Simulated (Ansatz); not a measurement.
HgS (NiAs type, P6_3/mmc) at seven volumes, plane-wave PAW PBE (Ansatz code), shape and atoms relaxed at each. One row is withheld.

```csv
V (Å³/atom),P (GPa)
20.157,7.41
20.822,4.50
21.486,2.06
22.151,0.00
22.815,-1.74
23.480,-3.20
24.145,?
```

### Question
Fit the shown pressures and predict the withheld one.

### Answer
P = (3/2)B₀(x^(7/2) − x^(5/2))[1 + (3/4)(B′ − 4)(x − 1)] with x = (V₀/V)^(2/3). Least squares on the six rows gives V₀ = 22.150 Å³/atom, B₀ = 62.9 GPa, B′ = 4.69. At V = 24.145, x = 0.9441 and P = -4.43 GPa. The run itself gave -4.41 GPa.

The cell is a constructed one: a structure type filled with these elements; neither database checked (COD, Materials Project) lists it. COD files the formula under space group No. 152, 154, 166, 216, so this cell is another polymorph or a model. Its standing as an ambient phase is unchecked. The PBE relaxation kept the symmetry of its start; whether a distortion lowers the energy is not shown. Spin–orbit coupling is left out wherever it is not named.

Potentials: the later of the program's two PAW sets.
